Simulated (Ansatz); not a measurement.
A crystal relaxed with r2SCAN in Ansatz 0.2.0 has space group P4/mmm (No. 123) and a = 4.035 Å, c = 5.465 Å.

```tsv
atom	site	x	y	z
Xx	1a	0.0000	0.0000	0.0000
S	1b	0.0000	0.0000	0.5000
Sc	1d	0.5000	0.5000	0.5000
S	1c	0.5000	0.5000	0.0000
```

The r2SCAN gap is direct at Γ: 0.26 eV. The HSE06 gap is direct at Γ: 0.86 eV. Meshes: r2SCAN 6×6×6, HSE06 4×4×4.

Q: Which element is Xx?
A. Li
B. Rb
C. K
D. H

A: C. Xx is K: an ordered 4-atom cell of KScS2 on the rocksalt lattice (P4/mmm). K is surrounded by 6 S at 2.73–2.85 Å; S is surrounded by 2 K at 2.73 Å and 4 Sc at 2.85 Å; Sc is surrounded by 6 S at 2.73–2.85 Å; S is surrounded by 2 Sc at 2.73 Å and 4 K at 2.85 Å.

Spin-unpolarised throughout. Whether this structure exists isn't addressed.

The meshes of the hybrids are coarse, so their gaps aren't converged to the digits shown.
